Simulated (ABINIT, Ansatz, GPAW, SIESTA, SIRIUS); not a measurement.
One calculation of CsLiCr2Te2S3, 6 ways

```
CELL_PARAMETERS angstrom
3.31929 1.91639 6.87982
-3.31929 1.91639 6.87982
0.00000 -3.83279 6.87982
ATOMIC_POSITIONS crystal
Cs 0.00000 0.00000 0.00000
Li 0.50000 0.50000 0.50000
Cr 0.79848 0.79848 0.79848
Cr 0.20152 0.20152 0.20152
Te 0.67990 0.67990 0.67990
Te 0.32010 0.32010 0.32010
S 0.13626 0.86374 0.50000
S 0.50000 0.13626 0.86374
S 0.86374 0.50000 0.13626
```

The cell comes from a database or a generator and needn't be the stable form of this composition.

Alike in all runs: task single point; functional PBE; k mesh 5 × 5 × 5; occupations fermi-dirac, width 0.05 eV; collinear spin, ferromagnetic start; no spin-orbit coupling. Pressure is positive in compression and, in plane waves, holds the error of the finite cutoff, which Ansatz's Pulay term estimates and takes out.

```json
{"program and potentials": "Ansatz, Ansatz PAW", "plane-wave cutoff (eV)": "420", "notes": "10 valence electrons an atom on average", "pressure (GPa)": "-0.02", "net moment per atom (μB)": "0.44", "largest force (eV/Å)": "-"}
{"program and potentials": "SIRIUS, PseudoDojo 0.4.1 PBE standard (scalar relativistic)", "plane-wave cutoff (eV)": "1280", "notes": "10 valence electrons an atom on average", "pressure (GPa)": "0.28", "net moment per atom (μB)": "0.44", "largest force (eV/Å)": "0.134"}
{"program and potentials": "ABINIT, JTH PAW PBE v2.0", "plane-wave cutoff (eV)": "626", "notes": "7.78 valence electrons an atom on average", "pressure (GPa)": "-0.01", "net moment per atom (μB)": "0.44", "largest force (eV/Å)": "0.081"}
{"program and potentials": "SIESTA, files PseudoDojo sr-pbe-0.4.1-standard, DZP (energy shift 0.003 Ry; two zetas on semicore shells; d shell added on Cs)", "plane-wave cutoff (eV)": "-", "notes": "atomic basis; 10 valence electrons an atom on average", "pressure (GPa)": "0.37", "net moment per atom (μB)": "0.44", "largest force (eV/Å)": "0.359"}
{"program and potentials": "Ansatz, all-electron LAPW, scalar-relativistic", "plane-wave cutoff (eV)": "-", "notes": "-", "pressure (GPa)": "-0.01", "net moment per atom (μB)": "0.44", "largest force (eV/Å)": "-"}
{"program and potentials": "GPAW, GPAW PAW data sets (gpaw-data 1.2.1)", "plane-wave cutoff (eV)": "800", "notes": "5.78 valence electrons an atom on average", "pressure (GPa)": "0.19", "net moment per atom (μB)": "0.44", "largest force (eV/Å)": "0.105"}
```

Force on atom 5 (Te), eV/Å:

| program and potentials | x | y | z |
| --- | --- | --- | --- |
| SIRIUS, PseudoDojo 0.4.1 PBE standard (scalar relativistic) | 0.000 | 0.000 | -0.134 |
| ABINIT, JTH PAW PBE v2.0 | 0.000 | 0.000 | -0.081 |
| SIESTA, files PseudoDojo sr-pbe-0.4.1-standard, DZP (energy shift 0.003 Ry; two zetas on semicore shells; d shell added on Cs) | 0.000 | 0.000 | -0.359 |
| GPAW, GPAW PAW data sets (gpaw-data 1.2.1) | 0.000 | 0.000 | 0.022 |

The pressure spans -0.02 (Ansatz, Ansatz PAW) to 0.37 GPa (SIESTA, files PseudoDojo sr-pbe-0.4.1-standard, DZP (energy shift 0.003 Ry; two zetas on semicore shells; d shell added on Cs)), with all-electron results at -0.01. All agree on the net moment per atom. The state is the one that the start led to, which needn't be the lowest. Rows in atomic bases carry the error of their basis and grid, which can be large.

Differences between rows come from potentials, basis sets and numerical settings, since the functional is the same but for its coding. Runs on potential files found faulty are left out.
